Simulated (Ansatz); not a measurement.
Data:

WC:
```yaml
crystal:
  lattice:
    - [2.91247, 0.00000, 0.00000]
    - [-1.45624, 2.52228, 0.00000]
    - [0.00000, 0.00000, 2.83669]
  atoms:
    - { symbol: W, position: [0.00000, 0.00000, 0.00000] }
    - { symbol: C, position: [0.66667, 0.33333, 0.50000] }
```

This is the r²SCAN-relaxed structure. Tensor components refer to the Cartesian frame of this cell.

### Question
All from r²SCAN in the plane-wave PAW code Ansatz, unless another level is named. Estimate the Debye temperature from the elastic constants.

### Answer
658 K.

### Question
Give the elastic constants (relaxed ions, GPa).

### Answer
C11 = 739, C12 = 239, C13 = 174, C33 = 996, C44 = 315.

### Question
What about the highest zone-centre frequency?

### Answer
619 cm⁻¹.

Space group P-6m2. Symmetry was held in the r²SCAN relaxation. The run is not spin-polarised. As this level gives no gap, shear constants depend on the k-mesh and smearing (Fermi–Dirac, 0.1 eV here). As this level gives no gap, phonon frequencies hold no LO–TO term and depend on the k-mesh and smearing (Fermi–Dirac, 0.1 eV here). Spin–orbit coupling is left out wherever it is not named.

Potentials: the earlier of the program's two PAW sets. The files were generated under PBE; for other functionals the program regenerates the frozen cores, and for LDA and PBEsol the local potential too.
